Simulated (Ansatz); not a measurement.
This cell of BN (wurtzite) is off equilibrium:

```
CELL_PARAMETERS angstrom
      2.54397     0.00000     0.00000
     -1.27198     2.20314     0.00000
      0.00000     0.00000     4.20774
ATOMIC_POSITIONS crystal
  B  0.77752 0.33333 0.99990
  B  0.33333 0.66667 0.49990
  N  0.66667 0.33333 0.62530
  N  0.33333 0.66667 0.12530
```

These are r2SCAN (plane waves to 500 eV, PAW, scalar-relativistic; Ansatz, a quantum-chemistry and plane-wave program) values and carry that method's errors. k mesh 12×12×6 (Γ-centred), Fermi-Dirac smearing 0.05 eV. E stands for the smeared free energy. Compression counts positive. BN was relaxed with its symmetry unable to fall.

Q: Predict the force on every atom, in eV/Å.

A: 
```
atom      Fx      Fy      Fz
----  ------  ------  ------
B1    -7.110  -2.944  -2.124
B2     0.035   0.024  -0.101
N3     1.415  -0.009   0.137
N4     5.660   2.929   2.089
```

Q: Give the stress tensor in GPa and the pressure.

A: 
```
   22.9      5.7      4.5
    5.7      9.9      8.3
    4.5      8.3      5.5
```
The pressure, a third of the trace, is 12.8 GPa.

Q: In it atom 1 sits (0.282, 0.000, 0.000) Å away from its relaxed site. What is its energy relative to the relaxed cell?

A: 1001 meV/cell.

(A displaced cell: forces are minus the slopes of the energy, force constants its curvatures, and phonons follow from these.)
